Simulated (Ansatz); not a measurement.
BiPt (NiAs type, space group No. 194), PBE (plane waves, PAW; program Ansatz), all energies at zero smearing, with the estimated change up to a 700 eV cutoff added, with one set of potentials and settings (totals compare only within such a set). Cell of 4 atoms (2 Bi, 2 Pt): -49840.224 eV.

| element | reference phase | E (eV/atom) |
|---|---|---|
| Bi | R-3m, 2 atoms in the cell | -12396.5536 |
| Pt | Fm-3m, 1 atoms in the cell | -12523.0127 |

Formation energy per atom, worked out: (-49840.224 − 2×(-12396.5536) − 2×(-12523.0127))/4 = -0.273 eV/atom (-26 kJ per mol of atoms), at 0 K, without zero-point energy or fitted corrections.

Space group P6_3/mmc (NiAs type). The first step of the workflow began from a Materials Project structure, measured or hypothetical; the Crystallography Open Database files this formula in space group No. 194, but the cells were not matched. Whether it is the stable phase at ambient conditions was not checked. The cell was relaxed with PBE under the symmetry of its start; whether a distortion lowers the energy is not shown. No spin polarisation was allowed. The references are the lowest solids computed at this level, not always the standard phases. Spin–orbit coupling is left out wherever it is not named.

Potentials: the later of the program's two PAW sets.
